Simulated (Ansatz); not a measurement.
The start is a randomly generated symmetric cell of Fe (space group No. 123). A full variable-cell relaxation at zero pressure is run with PBEsol (plane waves to 420 eV, PAW, scalar-relativistic; Ansatz, a program for electronic structure). The first steps use a coarse 13×13×16 k-mesh.

Starting cell:
```
CELL_PARAMETERS angstrom
      2.54506     0.00000     0.00000
      0.00000     2.54506     0.00000
      0.00000     0.00000     1.96728
ATOMIC_POSITIONS crystal
  Fe 0.00000 0.00000 0.50000
```
Spin-polarised start, with parallel moments on Fe.

Question: Does the structure survive the relaxation? Give the final space group.

Answer: The space group goes from P4/mmm (No. 123) to Pm-3m (No. 221); the end is simple cubic type, with 1 atom in the primitive magnetic cell.

Question: How does the volume per atom move from start to end?

Answer: -1.0 %, from 12.74 to 12.61 Å³/atom.

Question: How do the shortest distances between atoms change?

Answer: The closest pairs of elements (up to four, under 3.6 Å), start → end: Fe–Fe 1.97 → 2.33 Å.

Question: Is the relaxed structure metallic? Give its gap.

Answer: Zero (metallic).

Question: What magnetic moments remain?

Answer: Net 2.33 μB/atom, ferromagnetic.

Question: Write out the relaxed structure.

Answer: 
Space group Pm-3m (No. 221); a = b = c = 2.3276 Å, α = β = γ = 90.00°

| atom | site | symmetry | x | y | z |
|---|---|---|---|---|---|
| Fe | 1a | m-3m | 0.0000 | 0.0000 | 0.0000 |

Final values are on a 20×20×20 k-mesh of the relaxed cell. The start holds a very short contact (Fe–Fe 1.97 Å). Spin state reached: ferromagnetic (net 2.33 μB/atom), from parallel starting moments; other spin orders were not run from this start.

The run could not lower the symmetry of its start; a shaken copy of this end point relaxes with PBEsol to Im-3m (No. 229), 0.86 eV/atom lower.

The relaxed structure here is a generated cell of Fe: the first start was made by a random draw of sites in a space group, and the end was not matched to a known phase here, so it may be hypothetical. Known forms of Fe include space group No. 229.
